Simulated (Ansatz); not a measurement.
This MnAl₅ structure is the end of a relaxation. The cell was found from a structure generator's guess, not taken from experiment.

These are results of Ansatz, DFT PBE, scalar-relativistic, plane waves, PAW, not measurements. Cutoff 420 eV, Γ-centred mesh, Gaussian smearing, collinear spin.

```xyz
6
Lattice="6.5649 0.0000 0.0000 0.0000 6.5649 0.0000 0.0000 0.0000 2.7425" Properties=species:S:1:pos:R:3 pbc="T T T"
Mn    3.2824    3.2824    1.3712
Al    5.3066    3.2824    0.0000
Al    1.2583    3.2824    0.0000
Al    3.2824    1.2583    0.0000
Al    3.2824    5.3066    0.0000
Al    0.0000    0.0000    1.3712
```

The zero of energy is the elements' standard structures at the same level; no fitted shifts are applied.

Question: What space group does it have?

Answer: P4/mmm (No. 123). Conventional cell: a = 6.565 Å, c = 2.742 Å. Around Mn lie 8 Al at 2.44 Å and 2 Mn at 2.74 Å; Al on a site of symmetry m2m has 2 Mn at 2.44 Å, 1 Al at 2.52 Å and 4 Al at 2.74–2.86 Å; around Al on a site of symmetry 4/mmm lie 2 Al at 2.74 Å.

Question: How far does it lie from the elements in energy?

Answer: +0.18 eV/atom. A positive value: parting into the elements would lower its energy.

Question: Is it a metal?

Answer: Yes, bands cross the Fermi level on the 6×6×14 mesh.

Question: Which magnetic moments does it keep?

Answer: 0.21 μB per atom net, the space between the atoms included; by site: Mn -1.3 μB.

The last run used collinear spin, a 6×6×14 mesh (in the run's order of axes) for its 6-atom cell and Gaussian smearing of 0.10 eV. The magnetic state reached may not be the lowest. A structure relaxed within its symmetry needn't be a true minimum. Another cell of MnAl5 relaxed alike but without spin, in P2/c, lies 273 meV/atom lower, so this cell isn't the stable form at this level.
